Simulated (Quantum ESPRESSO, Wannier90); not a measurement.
Tight-binding from DFT: BaO (NiAs type)

Materials Project entry mp-1008500; symmetrised, unrelaxed at this level. Not found in the COD (Crystallography Open Database) copy used, which has the formula in other groups; not checked further. Level: PBEsol, no spin polarisation, no spin-orbit coupling; pw.x of Quantum ESPRESSO at 68 Ry with PseudoDojo potentials, 6×6×4 k-points, Wannier90. Density: 12×12×6 mesh, cold smearing 0.01 Ry. Spin-orbit coupling is left out although heavy elements are present.

```
begin unit_cell_cart
ang
    3.8186301786    0.0000000000    0.0000000000
   -1.9093150893    3.3070307423    0.0000000000
    0.0000000000    0.0000000000    6.6542000000
end unit_cell_cart
mp_grid = 6 6 4
```

Neighbour vectors b of the finite-difference formula (Å⁻¹), by shell:

```json
[
 {"shell": "1", "b_x": "0.00000", "b_y": "0.00000", "b_z": "0.23606"},
 {"shell": "1", "b_x": "0.00000", "b_y": "0.00000", "b_z": "-0.23606"},
 {"shell": "2", "b_x": "0.00000", "b_y": "0.31666", "b_z": "0.00000"},
 {"shell": "2", "b_x": "0.27423", "b_y": "0.15833", "b_z": "0.00000"},
 {"shell": "2", "b_x": "0.00000", "b_y": "-0.31666", "b_z": "0.00000"},
 {"shell": "2", "b_x": "0.27423", "b_y": "-0.15833", "b_z": "0.00000"},
 {"shell": "2", "b_x": "-0.27423", "b_y": "-0.15833", "b_z": "0.00000"},
 {"shell": "2", "b_x": "-0.27423", "b_y": "0.15833", "b_z": "0.00000"}
]
```

Task: Find the weights w_b from the completeness condition Σ_b w_b b_α b_β = δ_αβ.

Result: Shell 1: Σ b_x² = 0.000, Σ b_y² = 0.000, Σ b_z² = 0.111 Å⁻²
Shell 2: Σ b_x² = 0.301, Σ b_y² = 0.301, Σ b_z² = 0.000 Å⁻²
Each of the three diagonal sums, weighted, has to give 1 and the off-diagonal ones 0, which holds for w_1 = 8.97 Å², w_2 = 3.32 Å². Check on xx: 8.97×0.000 + 3.32×0.301 = 1.00.

On this mesh the 8 functions of bands 3-4,11-16 (valence bands; start: SCDM (isolated), conv_tol = 1.0e-6) end with spreads 1.5244, 1.5252, 1.5244, 1.5252, 1.5244, 1.5252, 1.6567, 1.6510 Å², Ω_I = 11.7790 Å² and Ω_D = 0.0008 Å².

Ω_total is the sum of the spreads, 12.457 Å². Ω_OD = Ω_total − Ω_I − Ω_D = 0.677 Å². Only (Ω_D + Ω_OD)/Ω_total = 5.4 % depends on the gauge, and another start could lower the total by that share at most. The rms radius is √(Ω_total/8) = 1.25 Å.
